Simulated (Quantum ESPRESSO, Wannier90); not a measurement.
Wannier functions of Sn$_{2}$SeS (Pmc2₁)

```
begin unit_cell_cart
ang
    4.0385000000    0.0000000000    0.0000000000
    0.0000000000    4.6517600000    0.0000000000
    0.0000000000    0.0000000000   11.4896300000
end unit_cell_cart
begin atoms_frac
Sn   0.0000000000  0.1053900000 -0.3825600000
Sn   0.0000000000 -0.1053900000  0.1174400000
Sn   0.5000000000  0.3585700000  0.3770700000
Sn   0.5000000000 -0.3585700000 -0.1229300000
Se   0.0000000000 -0.2432100000  0.3527500000
Se   0.0000000000  0.2432100000 -0.1472500000
S    0.5000000000 -0.2554700000 -0.3472600000
S    0.5000000000  0.2554700000  0.1527400000
end atoms_frac
```

Materials Project entry mp-1218960; symmetrised, unrelaxed at this level. Not found in the COD (Crystallography Open Database) copy used; not checked further. Level: PBEsol, no spin polarisation, no spin-orbit coupling; pw.x of Quantum ESPRESSO at 69 Ry with PseudoDojo potentials, 4×4×4 k-points, Wannier90. Density: 8×8×4 mesh, Gaussian smearing 0.01 Ry. The cell is built of weakly bound layers, chains or molecules, whose nearest atoms lie 3.45 Å apart. Database cells relaxed without dispersion often hold them too far apart, which can enlarge gaps and weakens couplings between them; spacing and stacking were not compared with the measured crystal. Spin-orbit coupling is left out although heavy elements are present.

Bands 31-34 form an isolated set from -13.68 to -12.15 eV relative to the valence-band maximum (on the path) and are turned into 4 Wannier functions by minimising the spread from the start: atomic waves S 3s, Se 4s.

Centres (Cartesian, Å; one of the equivalent choices) and spreads:

```json
[
 {"n": "1", "x": "0.000", "y": "-1.220", "z": "3.995", "spread (Å²)": "1.441", "nearest atom": "Se5"},
 {"n": "2", "x": "0.000", "y": "1.220", "z": "-1.749", "spread (Å²)": "1.441", "nearest atom": "Se6"},
 {"n": "3", "x": "2.019", "y": "-1.080", "z": "-3.907", "spread (Å²)": "1.401", "nearest atom": "S7"},
 {"n": "4", "x": "2.019", "y": "1.080", "z": "1.838", "spread (Å²)": "1.401", "nearest atom": "S8"}
]
```

Ω_I = 5.67 Å², Ω_total = 5.68 Å²; the interpolated bands follow pw.x to 1.2 meV rms on the path. Only this start was tried; a symmetric start can stop on a saddle, and mixtures of these functions could lower the total by at most Ω_total − Ω_I.
